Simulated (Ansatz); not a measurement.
SiO2:
Space group P4₂/nmc, origin choice 1 (No. 137); a = b = 2.821 Å, c = 8.605 Å, α = β = γ = 90.00°

```tsv
atom	site	symmetry	x	y	z
Si	2a	-4m2	0.0000	0.0000	0.0000
O	4d	2mm.	0.0000	0.5000	0.0993
```

This is the PBEsol-relaxed structure.

**Question.** All from plane-wave PAW PBEsol (Ansatz code), unless another level is named. Predict the electron effective mass.

**Answer.** 0.41, 0.41, 0.68 mₑ (principal values).

**Question.** What about the band gap?

**Answer.** 5.04 eV (indirect).

**Question.** Predict the smallest direct gap on the standard path.

**Answer.** 5.35 eV.

Space group P4_2/nmc. A made-up cell: these elements were put on the sites of a structure type; neither database checked (COD, Materials Project) lists it. It is not the phase usual at ambient conditions (space group No. 92, 152, 154). The cell was relaxed with PBEsol under the symmetry of its start; its stability against distortions is not shown here.

Potentials: the earlier of the program's two PAW sets. The files were generated under PBE; for other functionals the program regenerates the frozen cores, and for LDA and PBEsol the local potential too.
